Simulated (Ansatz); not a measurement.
Zn$_{2}$SeS:
```
CELL_PARAMETERS angstrom
      3.88561     0.00000     0.00000
      0.00000     3.88561     0.00000
      0.00000     0.00000     5.49308
ATOMIC_POSITIONS crystal
  Zn 0.50000 0.00000 0.76332
  Zn 0.00000 0.50000 0.23668
  Se 0.00000 0.00000 0.50000
  S  0.50000 0.50000 0.00000
```

Relaxed with PBEsol. The program Ansatz at the PBEsol level (PAW) gives a gap of 1.55 eV.

Question: What gap does HSE06 give on the same cell (Ansatz, PAW)?

Answer: 2.83 eV, 1.28 eV more. The hybrid was solved on a coarser mesh and at special points; its gap is the smallest among all of these.

```tsv
k	v1 PBEsol	c1 PBEsol	v1 HSE06	c1 HSE06
Γ	0.00	1.55	0.00	2.83
Z	-1.01	3.85	?	?
M	-2.14	2.68	?	?
A	-2.82	5.36	?	?
R	-0.58	2.67	?	?
X	-0.64	4.15	-0.63	5.49
```

Question: Top valence (v1) and lowest conduction level (c1) in eV from each method's valence maximum (which need not be a listed point): supply the withheld HSE06 values.

Answer: 
- Z, v1 HSE06: -1.02
- Z, c1 HSE06: 5.05
- A, v1 HSE06: -2.86
- A, c1 HSE06: 6.48
- M, v1 HSE06: -2.22
- M, c1 HSE06: 3.74
- R, v1 HSE06: -0.57
- R, c1 HSE06: 3.92

Cost on shared cores: the PBEsol run (SCF on a 7×7×5 mesh, then bands and DOS) roughly 50 core-seconds, the HSE06 run (SCF on 5×5×4, then a few points) roughly 4 core-minutes; the tasks are unlike.

Space group P-4m2. The first step of the workflow began from a Materials Project structure, measured or hypothetical; the Crystallography Open Database copy checked does not list it. Whether it is the stable phase at ambient conditions was not checked. The cell was relaxed with PBEsol under the symmetry of its start; of distortions, only those at the zone centre were tested. Spin–orbit coupling is left out wherever it is not named.

Potentials: the later of the program's two PAW sets.
